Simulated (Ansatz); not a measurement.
Relaxation of a relaxed NbP cell, doubled along one cell vector, shaken by Gaussian noise of σ = 0.08 Å a coordinate; 4 atoms in the cell, which starts as P1 (No. 1), aP4; a = b = 3.0792 Å, c = 6.1583 Å, α = β = γ = 90.00°. Level of theory: PBEsol (plane waves to 420 eV, PAW, scalar-relativistic; Ansatz, a first-principles code). Γ-centred k-mesh 8×4×8 on the run's cell (coarser than for final values), Fermi–Dirac smearing 0.05 eV. This is the first round of the run. 

The optimiser's lines from the output (shortened; P is positive under compression):

```
relax step   1: F+E_penalty+E_count = -10473.81570318 eV  Δ(F+E_penalty+E_count) = +0.000e0 eV  max|allowed force component| = 1.127e0 eV/Å  Δτ_max = 0.0000 Å  P = +3.610 GPa  Ω = 58.389 Å³  (6 SCF iters, dr2 threshold 1.00e-7 eV, accepted)
relax step   2: F+E_penalty+E_count = -10473.97987966 eV  Δ(F+E_penalty+E_count) = -1.642e-1 eV  max|allowed force component| = 1.170e0 eV/Å  Δτ_max = 0.1400 Å  P = +2.408 GPa  Ω = 58.087 Å³  (6 SCF iters, dr2 threshold 4.00e-7 eV, accepted)
relax step   3: F+E_penalty+E_count = -10474.08929721 eV  Δ(F+E_penalty+E_count) = -1.094e-1 eV  max|allowed force component| = 1.085e-2 eV/Å  Δτ_max = 0.0878 Å  P = -0.483 GPa  Ω = 58.556 Å³  (6 SCF iters, dr2 threshold 4.00e-7 eV, accepted)
relax step   4: F+E_penalty+E_count = -10474.08960069 eV  Δ(F+E_penalty+E_count) = -3.035e-4 eV  max|allowed force component| = 7.657e-4 eV/Å  Δτ_max = 0.0023 Å  P = +0.053 GPa  Ω = 58.406 Å³  (6 SCF iters, dr2 threshold 4.00e-7 eV, accepted)
relax step   5: F+E_penalty+E_count = -10474.08960060 eV  Δ(F+E_penalty+E_count) = +8.643e-8 eV  max|allowed force component| = 1.083e-4 eV/Å  Δτ_max = 0.0001 Å  P = +0.000 GPa  Ω = 58.420 Å³  (6 SCF iters, dr2 threshold 1.07e-8 eV, accepted)
relax step   6: F+E_penalty+E_count = -10474.08960060 eV  Δ(F+E_penalty+E_count) = -1.819e-12 eV  max|allowed force component| = 1.083e-4 eV/Å  Δτ_max = 0.0000 Å  P = -0.000 GPa  Ω = 58.420 Å³  stress off target by 1.38e-3 GPa  SCF on the basis re-selected at this cell (its energy is not comparable with the rows above)  (7 SCF iters)
```

From the first to the last row the energy changes by -0.07 eV/atom and the volume by +0.1 %. The last row is marked as not comparable with the walk above it, whose basis was carried along; it does compare with step 1, since both stand on a basis selected at the nominal cutoff for their own cell.

Later rounds, restarted from the end of this one on a renewed k-mesh, logged 4 more steps and released under 0.01 eV/atom more. The final structure after all rounds: Pm-3m (No. 221), cP2, CsCl type; a = 3.0792 Å, b = 3.0792 Å, c = 3.0792 Å, α = 90.00°, β = 90.00°, γ = 90.00°. No spin polarisation in the result.

The relaxed structure here is a generated cell of NbP: the first start was made by placing the elements on the sites of a structure type, and the end was not matched to a known phase here, so it may be hypothetical.
